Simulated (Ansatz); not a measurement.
CdS (zinc blende)

```
CELL_PARAMETERS angstrom
      0.00000     5.87906     5.87906
      2.93953     0.00000     2.93953
      2.93953     2.93953     0.00000
ATOMIC_POSITIONS crystal
  S  0.37500 0.75000 0.75000
  S  0.87500 0.75000 0.75000
  Cd 0.00000 0.00000 0.00000
  Cd 0.50000 0.00000 0.00000
```

A phonon eigenvector at L = (0.5, 0.0, 0.0) is frozen into this cell: atom i moves by Q times the vector below, so Q is the largest atomic displacement, in Å. The cell is held. (q is in reciprocal vectors of the primitive cell; the cell shown is doubled to hold the pattern.)

| atom | x | y | z |
|---|---|---|---|
| S1 | 0.577 | -0.577 | -0.577 |
| S2 | -0.577 | 0.577 | 0.577 |
| Cd3 | -0.051 | 0.051 | 0.051 |
| Cd4 | 0.051 | -0.051 | -0.051 |

The numbers are results of r2SCAN (plane waves to 500 eV, PAW, scalar-relativistic; Ansatz, a quantum-chemistry and plane-wave program), not measurements. k mesh 5×10×10 (Γ-centred), Fermi-Dirac smearing 0.05 eV. CdS was relaxed with its symmetry unable to fall. The PAW data are Ansatz's earlier set.

At one point of the scan the forces (eV/Å) are:

```
atom      Fx      Fy      Fz
----  ------  ------  ------
S1    -0.685   0.685   0.685
S2     0.525  -0.525  -0.525
Cd3    0.274  -0.274  -0.274
Cd4   -0.114   0.114   0.114
```

Question: Which point is it?
A. Q = 0.100 Å
B. Q = 0.050 Å
C. Q = 0.017 Å
D. Q = 0.067 Å

Answer: A, Q = 0.100 Å

(For displaced atoms, the force is minus the slope of the energy, and its curvature is a force constant, which sets phonon frequencies.)
